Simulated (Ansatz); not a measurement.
A scan (energy over volume and axial ratio; atoms clamped) gave these values. Level of theory: r2SCAN (plane waves to 500 eV, PAW, scalar-relativistic; Ansatz, a program for electronic structure).

The shear modulus C′ = (C11 − C12)/2 (fit, atoms clamped) comes out as 18.6 GPa.

Problem. Of these crystals, all scanned alike, which one is it?
(A) CdSe (zinc blende)
(B) ZnSe (zinc blende)
(C) NiO (rock salt)

Solution. B, ZnSe (zinc blende). The others have, for the shear modulus C′ = (C11 − C12)/2: CdSe 9 GPa, NiO 126 GPa

All were relaxed with their symmetry unable to fall. NiO is run spin-polarised and with no Hubbard U; the real compound is an antiferromagnetic insulator, a state that this run doesn't describe. Relaxed NiO ends ferromagnetic. The PAW data are Ansatz's earlier set. Other magnetic orders were not checked, so this need not be the ground state. (This holds for the magnetic or f-shell members.)

(A scan under strain: stresses follow from slopes of the energy per volume, elastic moduli from its curvatures.)
